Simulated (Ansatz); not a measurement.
SrO (rock salt)

```
CELL_PARAMETERS angstrom
      0.00000     2.57997     2.57997
      2.57997     0.00000     2.57997
      2.57997     2.57997     0.00000
ATOMIC_POSITIONS crystal
  O  0.00000 0.00000 0.00000
  Sr 0.50000 0.50000 0.50000
```

The relaxed cell is deformed in two ways at once: its volume V is scaled, and at that volume it is stretched along z (the c axis of the conventional cell) so that c/a changes. Fractional atomic positions are held.

Level of theory: r2SCAN (plane waves to 500 eV, PAW, scalar-relativistic; Ansatz, a program for electronic structure). k mesh 11×11×11 (Γ-centred), Fermi-Dirac smearing 0.05 eV. Compression counts positive. SrO was relaxed with its symmetry unable to fall.

At one point of the scan the stress tensor (GPa) is:

```
    3.1      0.0      0.0
    0.0      3.1      0.0
    0.0      0.0     -4.1
```

Which point is it?
A) V/V₀ = 1.020, (c/a)/(c/a)₀ = 1.120
B) V/V₀ = 1.020, (c/a)/(c/a)₀ = 1.060
C) V/V₀ = 1.040, (c/a)/(c/a)₀ = 1.060
D) V/V₀ = 1.000, (c/a)/(c/a)₀ = 1.060

D, V/V₀ = 1.000, (c/a)/(c/a)₀ = 1.060

(Under strain, the slope of the energy per volume gives the stress and its curvature an elastic modulus.)
